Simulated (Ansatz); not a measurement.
Consider the following.

Rb:
```cif
data_Rb4
_chemical_formula_sum 'Rb4'
_space_group_name_H-M_alt 'Fm-3m'
_space_group_IT_number 225
_space_group_name_Hall '-F 4 2 3'
_cell_length_a 7.25543
_cell_length_b 7.25543
_cell_length_c 7.25543
_cell_angle_alpha 90.000
_cell_angle_beta 90.000
_cell_angle_gamma 90.000
loop_
_atom_site_label
_atom_site_type_symbol
_atom_site_symmetry_multiplicity
_atom_site_Wyckoff_symbol
_atom_site_fract_x
_atom_site_fract_y
_atom_site_fract_z
_atom_site_occupancy
Rb1 Rb 4 a 0.00000 0.00000 0.00000 1
```
(The calculation used a cell of 1 atom; values per cell refer to that cell.)

This is the r²SCAN-relaxed structure.

Task: All from plane-wave PAW r²SCAN (Ansatz code), unless another level is named. Give the bulk modulus (Birch–Murnaghan fit).

Result: 2.6 GPa.

Task: And the elastic constants (relaxed ions, GPa)?

Result: C11 = 2.9, C12 = 2.5, C44 = 1.9.

The cell is a constructed one: a structure type filled with these elements; the Crystallography Open Database copy checked does not list it. It is not the phase usual at ambient conditions (space group No. 229). Symmetry was held in the r²SCAN relaxation; its stability against distortions is not shown here. As this level gives no gap, shear constants depend on the k-mesh and smearing (Fermi–Dirac, 0.1 eV here).

Potentials: the later of the program's two PAW sets.
